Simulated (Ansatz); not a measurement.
TaRu, DFT, r2SCAN, all-electron PAW with datasets made for the crystal, scalar-relativistic (Ansatz 0.2.0), on 1 thread of Intel(R) Xeon(R) Platinum 8488C (Sapphire Rapids) (shared host).

Command: `ansatz run input.yaml --threads 1 --pin off --max-ram 2048MiB --backend cpu --events-out ev --progress --plain --runs-dir out`

```yaml
crystal:
  lattice:
    - [2.6111768894, 0.0, 0.0]
    - [0.0, 2.6111768894, 0.0]
    - [0.0, 0.0, 2.6111768894]
  atoms:
    - { symbol: Ta, position: [0.5, 0.5, 0.5] }
    - { symbol: Ru, position: [0.0, 0.0, 0.0] }
kpoints:
  mp_grid: { grid: [11, 11, 11] }
scf:
  occupations: { method: fermi_dirac, width: 0.05 }
hamiltonian:
  xc: r2scan
  pseudopotentials: { kind: all_electron, datasets: crystal }
output:
  forces: true
  stress: true
  eigenvalues: true
  efg: { contact_densities: true }
```

Problem. How large is the problem that the program sets up?

Solution. 56 irreducible k-points, 461 plane waves at Γ, 28 bands.

Problem. About how long does it take, and how much memory?

Solution. 23 s of wall time for 12 SCF iterations, with a peak of 0.83 GiB. Times on shared machines scatter by tens of per cent.
